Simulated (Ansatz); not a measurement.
Input:

Al₃Ni₂:
Space group P-3m1 (No. 164); a = b = 4.0052 Å, c = 4.8550 Å, α = β = 90.00°, γ = 120.00°

| atom | site | symmetry | x | y | z |
|---|---|---|---|---|---|
| Al | 1a | -3m. | 0.0000 | 0.0000 | 0.0000 |
| Al | 2d | 3m. | 0.6667 | 0.3333 | 0.3523 |
| Ni | 2d | 3m. | 0.3333 | 0.6667 | 0.1456 |

This is the PBEsol-relaxed structure.

Q: All from PBEsol in the plane-wave PAW code Ansatz, unless another level is named. Estimate the formation energy from the elements (no fitted shifts).

A: -0.62 eV/atom.

Q: Give the density of states at the Fermi level.

A: 0.27 states/eV per atom (mean over ±0.08 eV).

The workflow started from a Materials Project entry (that database holds measured and hypothetical structures alike); the Crystallography Open Database copy checked does not list it. Whether it is the stable phase at ambient conditions was not checked. Symmetry was held in the PBEsol relaxation; of distortions, only those at the zone centre were tested. No spin polarisation was allowed. Axis ratios of metals converge slowly with the k-mesh, so a and c are less sure than the volume. The references are the lowest solids computed at this level, not always the standard phases.

Potentials: the later of the program's two PAW sets.
